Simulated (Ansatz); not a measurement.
GeMo2N:
```cif
data_Ge2Mo4N2
_chemical_formula_sum 'Ge2 Mo4 N2'
_space_group_name_H-M_alt 'P63/mmc'
_space_group_IT_number 194
_space_group_name_Hall '-P 6c 2c'
_cell_length_a 2.95202
_cell_length_b 2.95202
_cell_length_c 13.55166
_cell_angle_alpha 90.000
_cell_angle_beta 90.000
_cell_angle_gamma 120.000
loop_
_atom_site_label
_atom_site_type_symbol
_atom_site_symmetry_multiplicity
_atom_site_Wyckoff_symbol
_atom_site_fract_x
_atom_site_fract_y
_atom_site_fract_z
_atom_site_occupancy
Ge1 Ge 2 d 0.66667 0.33333 0.25000 1
Mo1 Mo 4 f 0.33333 0.66667 0.09749 1
N1 N 2 a 0.00000 0.00000 0.00000 1
```
The run is spin-polarised, in the one order tried: ferromagnetic.

Relaxed at zero pressure with plane-wave PAW r²SCAN (Ansatz code).

### Question
The volume is lowered by 6 % and shape and atoms relax at that volume. What pressure results, and how do the axes share the change?

### Answer
15.7 GPa; a -3.1 %, b -3.1 %, c 0.1 %; the energy rises by 35 meV/atom.

### Question
Give the new structure.

### Answer

Space group P6₃/mmc (No. 194); a = 2.8603 Å, b = 2.8603 Å, c = 13.5689 Å, α = 90.00°, β = 90.00°, γ = 120.00°

| atom | site | symmetry | x | y | z |
|---|---|---|---|---|---|
| Ge | 2d | -6m2 | 0.6667 | 0.3333 | 0.2500 |
| Mo | 4f | 3m. | 0.3333 | 0.6667 | 0.0998 |
| N | 2a | -3m. | 0.0000 | 0.0000 | 0.0000 |

The phase is kept; no other phase was compared at this pressure.

Space group P6_3/mmc. The start of the workflow was typed in or built on a structure type; neither database checked (COD, Materials Project) lists it. Whether it is the stable phase at ambient conditions was not checked. The cell was relaxed with r²SCAN under the symmetry of its start; its stability against distortions is not shown here. Magnetic state: ferromagnetic, the only order run, not a proven ground state. Other orbital occupations within this spin state were not tried. No Hubbard U is applied.

Potentials: the earlier of the program's two PAW sets.
